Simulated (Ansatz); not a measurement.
Here is the system:

HfN:
```cif
data_HfN
_chemical_formula_sum 'N1 Hf1'
_space_group_name_H-M_alt 'P 1'
_space_group_IT_number 1
_cell_length_a 3.20001
_cell_length_b 3.20001
_cell_length_c 3.20001
_cell_angle_alpha 60.000
_cell_angle_beta 60.000
_cell_angle_gamma 60.000
loop_
_space_group_symop_operation_xyz
  'x, y, z'
loop_
_atom_site_label
_atom_site_type_symbol
_atom_site_fract_x
_atom_site_fract_y
_atom_site_fract_z
_atom_site_occupancy
N1 N 0.00000 0.00000 0.00000 1
Hf1 Hf 0.50000 0.50000 0.50000 1
```

This is the r²SCAN-relaxed structure.

Task: All from r²SCAN (plane waves, PAW; program Ansatz), unless another level is named. Predict the Young's modulus.

Result: 416 GPa.

Task: And the highest zone-centre frequency?

Result: 492 cm^-1.

Space group Fm-3m (rock salt). The r²SCAN relaxation kept the symmetry of its start; of distortions, only those at the zone centre were tested. No spin polarisation was allowed. As this level gives no gap, phonon frequencies hold no LO–TO term and depend on the k-mesh and smearing (Fermi–Dirac, 0.1 eV here). Spin–orbit coupling is left out wherever it is not named.

Potentials: the later of the program's two PAW sets.
